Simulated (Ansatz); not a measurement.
Re2C:
Space group P6₃/mmc (No. 194); a = b = 2.8207 Å, c = 9.7783 Å, α = β = 90.00°, γ = 120.00°

```tsv
atom	site	symmetry	x	y	z
Re	4f	3m.	0.6667	0.3333	0.1084
C	2c	-6m2	0.3333	0.6667	0.2500
```

Relaxed at zero pressure with DFT-LDA in the program Ansatz with PAW potentials.

Question: The volume is raised by 3 % and shape and atoms relax at that volume. What pressure results, and how do the axes share the change?

Answer: -12.2 GPa; a 1.1 %, b 1.1 %, c 0.8 %; the energy rises by 13 meV/atom.

Question: Give the new structure.

Answer: 
Space group P6₃/mmc (No. 194); a = 2.8513 Å, b = 2.8513 Å, c = 9.8566 Å, α = 90.00°, β = 90.00°, γ = 120.00°

```
atom  site  symmetry       x       y       z
----  ----  --------  ------  ------  ------
Re      4f       3m.  0.6667  0.3333  0.1086
C       2c      -6m2  0.3333  0.6667  0.2500
```

The phase is kept; no other phase was compared at this pressure.

Space group P6_3/mmc. The first step of the workflow began from a Materials Project structure, measured or hypothetical; the Crystallography Open Database copy checked does not list it. Its standing as an ambient phase is unchecked. The LDA relaxation kept the symmetry of its start; its stability against distortions is not shown here. No spin polarisation was allowed. Spin–orbit coupling is left out wherever it is not named.

Potentials: the later of the program's two PAW sets.
